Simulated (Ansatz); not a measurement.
MgTe:
```xyz
4
Lattice="4.6088 0.0000 0.0000 -2.3044 3.9913 0.0000 0.0000 0.0000 7.4992" Properties=species:S:1:pos:R:3 pbc="T T T"
Mg     2.3044     1.3304     0.0063
Mg     0.0000     2.6609     3.7559
Te     2.3044     1.3304     4.6822
Te     0.0000     2.6609     0.9326
```

Plane-wave PAW PBE (Ansatz code) gives a gap of 2.37 eV without spin–orbit coupling, maximum at Γ, minimum at Γ.

What happens when spin–orbit coupling is switched on?

The gap shrinks by 0.26 eV, to 2.11 eV; maximum at Γ, minimum at Γ.

Give the electron effective mass with spin–orbit coupling.

0.16, 0.17, 0.17 mₑ (principal values).

Space group P6_3mc (wurtzite). The PBE relaxation kept the symmetry of its start; of distortions, only those at the zone centre were tested.

Potentials: the later of the program's two PAW sets.
